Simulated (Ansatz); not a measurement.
Hf₆O:
Space group P-31m (No. 162); a = b = 5.571 Å, c = 5.131 Å, α = β = 90.00°, γ = 120.00°

| atom | site | symmetry | x | y | z |
|---|---|---|---|---|---|
| Hf | 6k | ..m | 0.3333 | 0.3333 | 0.7429 |
| O | 1a | -3.m | 0.0000 | 0.0000 | 0.0000 |

Relaxed at zero pressure with PBE in the plane-wave PAW code Ansatz.

Problem. The volume is lowered by 6 % and shape and atoms relax at that volume. What pressure results, and how do the axes share the change?

Solution. 8.9 GPa; a -2.1 %, b -2.1 %, c -2.0 %; the energy rises by 31 meV/atom.

Problem. Give the new structure.

Solution. 
Space group P-31m (No. 162); a = 5.456 Å, b = 5.456 Å, c = 5.028 Å, α = 90.00°, β = 90.00°, γ = 120.00°

| atom | site | symmetry | x | y | z |
|---|---|---|---|---|---|
| Hf | 6k | ..m | 0.3348 | 0.3348 | 0.7431 |
| O | 1a | -3.m | 0.0000 | 0.0000 | 0.0000 |

The phase is kept; no other phase was compared at this pressure.

The start of the workflow was typed in or built on a structure type; neither database checked (COD, Materials Project) lists it. Its standing as an ambient phase is unchecked. The cell was relaxed with PBE under the symmetry of its start; its stability against distortions is not shown here. The run is not spin-polarised. Spin–orbit coupling is left out wherever it is not named.

Potentials: the earlier of the program's two PAW sets.
